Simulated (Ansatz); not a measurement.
Starting cell, HfO₂ (tetragonal-ZrO2 type, space group P4_2/nmc):

```
HfO2
1.0
    7.20964     0.00000     0.00000
    0.00000     3.60482     0.00000
    0.00000     0.00000     5.26502
Hf O
4 8
Direct
  0.00000   0.00000   0.00000
  0.50000   0.00000   0.00000
  0.25000   0.50000   0.50000
  0.75000   0.50000   0.50000
  0.00000   0.50000   0.19324
  0.50000   0.50000   0.19324
  0.00000   0.50000   0.69324
  0.50000   0.50000   0.69324
  0.25000   0.00000   0.30676
  0.75000   0.00000   0.30676
  0.25000   0.00000   0.80676
  0.75000   0.00000   0.80676
```

The atoms are displaced by Q × the pattern below (from a DFPT mode at X = (0.5, 0.0, 0.0), largest move 1; Q in Å), at fixed cell. It is one choice among 2 degenerate patterns. (q is in reciprocal vectors of the primitive cell; the cell shown is doubled to hold the pattern.)

| atom | x | y | z |
|---|---|---|---|
| Hf1 | 0.000 | 0.046 | 0.000 |
| Hf2 | 0.000 | -0.046 | 0.000 |
| Hf3 | 0.000 | 0.007 | 0.000 |
| Hf4 | 0.000 | -0.007 | 0.000 |
| O5 | 0.000 | -1.000 | 0.000 |
| O6 | 0.000 | 1.000 | 0.000 |
| O7 | 0.000 | 0.056 | 0.000 |
| O8 | 0.000 | -0.056 | 0.000 |
| O9 | 0.000 | -0.148 | 0.000 |
| O10 | 0.000 | 0.148 | 0.000 |
| O11 | 0.000 | 0.008 | 0.000 |
| O12 | 0.000 | -0.008 | 0.000 |

Computed with PBE (plane waves to 420 eV, PAW, scalar-relativistic; Ansatz, a first-principles code). k mesh 5×9×6 (Γ-centred), Fermi-Dirac smearing 0.05 eV. The energy includes the smearing's −TS. HfO2 is run without spin polarisation. HfO2 was relaxed with its symmetry unable to fall. Spin-orbit coupling is left out, though Hf is heavy. The PAW data are Ansatz's earlier set. This is a high-temperature form of HfO2. ΔE is measured from the undisplaced structure.

```tsv
Q (Å)	ΔE (meV/cell)
-0.1000	199.0
-0.0833	137.8
-0.0667	88.0
-0.0500	withheld
-0.0333	21.9
-0.0167	5.5
0.0000	0.0
0.0167	5.5
0.0333	21.9
0.0500	withheld
0.0667	88.0
0.0833	137.8
0.1000	199.0
```

Question: Fit an even polynomial form (powers 2, 4) to the given rows and predict ΔE at Q = -0.0500.

Answer: Least squares on the 11 given rows: ΔE = (19720)·Q² + (18640)·Q⁴, in meV/cell with Q in Å; root-mean-square residual 0.06 meV/cell. At -0.0500 the fit gives 49.4 meV/cell; the calculation gives 49.4 meV/cell, the same to the digits shown. The quadratic term alone would give 49.3 meV/cell.

(For displaced atoms, the force is minus the slope of the energy, and its curvature is a force constant, which sets phonon frequencies.)
